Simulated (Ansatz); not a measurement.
# Sensitivity of the gradients in La to the input

Cell: an entry of the Crystallography Open Database (COD), whose atoms a relaxation with PBE at fixed cell left in place.

```
CELL_PARAMETERS angstrom
3.77000 0.00000 0.00000
-1.88500 3.26492 0.00000
0.00000 0.00000 12.15900
ATOMIC_POSITIONS crystal
La 0.00000 0.00000 0.00000
La 0.00000 0.00000 0.50000
La 0.33333 0.66667 0.75000
La 0.66667 0.33333 0.25000
```

Atoms are numbered from 1 in the order listed; like atoms form one site, named after its first atom.

Reference run. Method: Kohn–Sham DFT in Ansatz, PBE, plane waves and PAW (field gradients read without the response of the frozen cores, which leaves them typically 4 to 6 % off), scalar-relativistic, 420 eV cutoff, Γ-centred 9×9×3 k-points, Fermi–Dirac smearing 0.05 eV.

**Question.** The input is changed as follows: `hamiltonian.hubbard`: not typed → {sites: [{species: La, l: f, u_eff: 2.0}], double_counting: fll}. What happens to V_zz (10²¹ V/m²) and η?

**Answer.** 

```csv
site,atom,V_zz reference,η reference,V_zz changed,η changed
La1,1,0.98,0.00,1.05,0.00
La3,3,1.76,0.00,1.80,0.00
```

The largest change of V_zz is on La1, from 0.98 to 1.05. New warnings: filled band counts differ across k points.

On the reference run: The run finds no gap above 0.1 eV (a metal, or nearly one), so the gradients can move by 10 % or more with the k-mesh. Without spin–orbit coupling (the program notes it for La) the gradients can shift somewhat, as the gap is small.
